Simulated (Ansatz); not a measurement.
A distorted cell of TiSi₂ (C49 type, space group Cmcm):

```
CELL_PARAMETERS angstrom
      1.86289    -7.12651     0.00000
      1.86289     7.12651     0.00000
      0.00000     0.00000     3.76125
ATOMIC_POSITIONS crystal
  Si 0.94360 0.05640 0.75000
  Si 0.05640 0.94360 0.25000
  Si 0.25002 0.74998 0.75000
  Si 0.74998 0.25002 0.25000
  Ti 0.60559 0.39441 0.75000
  Ti 0.39441 0.60559 0.25000
```

Calculation: PBE (plane waves to 420 eV, PAW, scalar-relativistic; Ansatz, an electronic-structure program). k mesh 14×14×13 (Γ-centred), Fermi-Dirac smearing 0.05 eV. Energies are smeared free energies. Compression counts positive. The PAW data are Ansatz's earlier set. This is one of several known forms of TiSi2; the measured ambient cells at hand have space group No. 70. TiSi2 is run without spin polarisation. TiSi2 was relaxed with its symmetry unable to fall.

### Question
Give the stress tensor in GPa and the pressure.

### Answer
```
  -15.1      0.0      0.0
    0.0    -11.4      0.0
    0.0      0.0    -16.6
```
The pressure, a third of the trace, is -14.3 GPa.

### Question
It is the relaxed cell scaled evenly to V/V₀ = 1.160, atoms relaxed where free. What is its energy relative to the relaxed cell?

### Answer
117 meV/atom.

(Under strain, the slope of the energy per volume gives the stress and its curvature an elastic modulus.)
